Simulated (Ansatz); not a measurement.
With the program Ansatz at the PBE level (PAW), RuW in the orthorhombic phase (Cmcm; W on 4c, Ru on 4c) relaxes to a = 2.818 Å, b = 9.860 Å, c = 4.403 Å. Against the elements it lies at 0.18 eV/atom, with no fitted shifts.

Electronic character: metallic (no gap).

The start of the workflow was typed in or built on a structure type; neither database checked (COD, Materials Project) lists it. Its standing as an ambient phase is unchecked. The PBE relaxation kept the symmetry of its start; its stability against distortions is not shown here. No spin polarisation was allowed. Its formation energy is positive at this level, so the cell may be metastable or incomplete. Axis ratios of metals converge slowly with the k-mesh, so a and c are less sure than the volume. The references are the lowest solids computed at this level, not always the standard phases. Scalar-relativistic: spin–orbit coupling is off unless named, which matters more the heavier the elements.

Potentials: the earlier of the program's two PAW sets.
